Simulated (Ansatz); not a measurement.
The elements of this relaxed trial crystal are hidden behind letters.

```
lattice vectors (Å)
   1.8003    1.0394    3.5245
  -1.8003    1.0394    3.5245
   0.0000   -2.0788    3.5245
fractional positions
X 0.2242 0.2242 0.2242
X 0.7758 0.7758 0.7758
Z 0.0000 0.0000 0.0000
```

These are results of Ansatz, DFT PBE, scalar-relativistic, plane waves, PAW, not measurements. Plane waves to 420 eV, an 18×18×18 mesh through Γ for the 3-atom cell and 0.10 eV Gaussian smearing; no spin polarisation.

| Property | Result |
| --- | --- |
| Space group | R-3m (No. 166) |
| Conventional cell | a = 3.601 Å, c = 10.574 Å |
| Volume per atom | 13.19 Å³ |
| Density | 3.90 g/cm³ |
| Formation energy | +0.32 eV/atom |
| Gap on the 18×18×18 mesh of the 3-atom cell | 0 eV (a metal) |

Energies are uncorrected and count from the elements' standard states at the same level.

Problem. X is an s-block element of period 2 and Z is a p-block element of period 4. Which elements are they?

Solution. X = Be, Z = As, so the formula is Be2As. Density times volume gives a mean mass of 3.90 × 13.19/1.6605 = 31.0 u per atom, and this set has 31.0 u. Be is surrounded by 4 As at 2.37–2.38 Å and 3 Be at 2.41 Å; around As lie 8 Be at 2.37–2.38 Å. Other sets within the hints have nearly the same mass, so mass alone doesn't settle it; this one was computed.

An odd number of electrons in the primitive cell allows no gap without spin; a larger cell or a magnetic state could open one. The cell is a metal run without spin; a magnetic state may lie lower. A structure relaxed within its symmetry needn't be a true minimum.
